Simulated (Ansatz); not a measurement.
SnO₂ (rutile), relaxed with HSE06 (Ansatz, a quantum-chemistry and plane-wave program, plane waves, PAW): a = 4.755 Å, b = 4.755 Å, c = 3.188 Å, α = 90.00°, β = 90.00°, γ = 90.00°.

| Property | Value |
|---|---|
| gap (eV) | 2.93 |
| B₀ by P(V) fit (GPa) | 203 |

**Question.** The same phase is relaxed and computed with PBE in the same code. What are the cell and these values now?

**Answer.** a = b = 4.828 Å, c = 3.238 Å, α = β = γ = 90.00°.

- gap (eV) = 0.68
- B₀ by P(V) fit (GPa) = 165

All cells were relaxed under the symmetry of their starts (and spin orders); stability against distortions was not tested throughout. Scalar-relativistic: spin–orbit coupling is off unless named, which matters more the heavier the elements.

Potentials: the later of the program's two PAW sets.

Ansatz is a plane-wave DFT program.
